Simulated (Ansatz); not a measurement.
BaGaHO$_{2}$:
```
CELL_PARAMETERS angstrom
      3.97577     0.00000     0.00000
      0.00000     3.97577     0.00000
      0.00000     0.00000     3.84706
ATOMIC_POSITIONS crystal
  Ba 0.50000 0.50000 0.50000
  Ga 0.00000 0.00000 0.00000
  O  0.50000 0.00000 0.00000
  O  0.00000 0.50000 0.00000
  H  0.00000 0.00000 0.50000
```

Relaxed with PBEsol. Special points in fractions of this cell's reciprocal vectors: Γ (0.000, 0.000, 0.000); X (0.000, 0.500, 0.000); M (0.500, 0.500, 0.000); Z (0.000, 0.000, 0.500); R (0.000, 0.500, 0.500); A (0.500, 0.500, 0.500).

Problem. List the band energies nearest the valence-band maximum at these points for PBEsol in the plane-wave PAW code Ansatz.

Solution. In eV from the valence-band maximum; about four levels below and three above (degenerate sets whole), none deeper than 8.9 eV; points with the same levels are listed once.

| k | below | above |
|---|---|---|
| Γ | -1.67 -1.23 -0.58 -0.58 | 4.14 4.81 6.59 |
| X | -2.06 -1.09 -0.96 -0.43 | 3.68 5.57 5.71 |
| M | -2.01 -2.01 -0.75 -0.58 -0.08 | 4.04 7.38 7.38 |
| Z | -2.24 -1.11 -1.11 -0.13 | 0.35 7.25 8.09 |
| R | -2.38 -2.02 -0.82 -0.49 | 4.36 4.95 6.26 |
| A | -0.84 -0.84 -0.55 0.00 | 6.12 6.12 6.42 |

Space group P4/mmm. The start of the workflow was typed in or built on a structure type; neither database checked (COD, Materials Project) lists it. Its standing as an ambient phase is unchecked. The PBEsol relaxation kept the symmetry of its start; phonons show weakly imaginary modes. Spin–orbit coupling is left out wherever it is not named.

Potentials: the earlier of the program's two PAW sets. The files were generated under PBE; for other functionals the program regenerates the frozen cores, and for LDA and PBEsol the local potential too.
